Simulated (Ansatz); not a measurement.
An Ansatz (a first-principles code) input:

Ansatz 0.2 input:
```yaml
crystal:
  lattice:
    - [-2.9585663549, 2.9585663549, 4.4376546928]
    - [2.9585663549, -2.9585663549, 4.4376546928]
    - [2.9585663549, 2.9585663549, -4.4376546928]
  atoms:
    - { symbol: Li, position: [0.5, 0.0, 0.5] }
    - { symbol: Li, position: [0.0, 0.5, 0.5] }
    - { symbol: W, position: [0.0, 0.0, 0.0] }
    - { symbol: S, position: [0.6454307727, 0.0775819053, 0.0] }
    - { symbol: S, position: [0.9224180947, 0.9224180947, 0.5678488674] }
    - { symbol: S, position: [0.0775819053, 0.6454307727, 0.0] }
    - { symbol: S, position: [0.3545692273, 0.3545692273, 0.4321511326] }
kpoints:
  mp_grid: { grid: [6, 6, 6] }
  band_path:
    path:
      - [[0.0, 0.0, 0.0], [0.0, 0.0, 0.5], [0.25, 0.25, 0.25], [0.0, 0.5, 0.0], [0.0, 0.0, 0.0], [0.5, 0.5, -0.5], [0.3611208682, 0.6388791318, -0.3611208682]]  # Γ-X-P-N-Γ-M-S
      - [[-0.3611208682, 0.3611208682, 0.3611208682], [0.0, 0.0, 0.0]]  # S_0-Γ
      - [[0.0, 0.0, 0.5], [-0.2222417364, 0.2222417364, 0.5]]  # X-R
      - [[0.5, 0.5, -0.2222417364], [0.5, 0.5, -0.5]]  # G-M
      - [VBM, CBM]
    npoints: 8
basis: { xc_grid: 2 }
hamiltonian:
  xc: lda
  pseudopotentials: { kind: paw }
magnetization: { noncollinear: true, spin_orbit: true }
scf:
  n_extra_bands: 14
  convergence: { dr2_threshold: 0.0000000001 }
  occupations: { method: gaussian, width: 0.01 }
checkpoint: { write: soc.run }
output: { eigenvalues: true }
```

**Question.** How many symmetry operations and irreducible k-points will the run report?

**Answer.** 8 operations, 30 of 216 k-points.

**Question.** With a cutoff of 420 eV, how many plane waves at Γ?

**Answer.** 3039.

It took around 3 core-minutes (rough) on shared server cores.

Space group I-42m. The workflow started from a Materials Project entry (that database holds measured and hypothetical structures alike); the Crystallography Open Database copy checked does not list it. Its standing as an ambient phase is unchecked. The cell was relaxed with LDA under the symmetry of its start; whether a distortion lowers the energy is not shown. No spin polarisation was allowed. A crystal of weakly bound layers computed without a dispersion correction: the cell and the soft elastic constants depend strongly on that.

Potentials: the later of the program's two PAW sets.

Ansatz is a plane-wave DFT program.
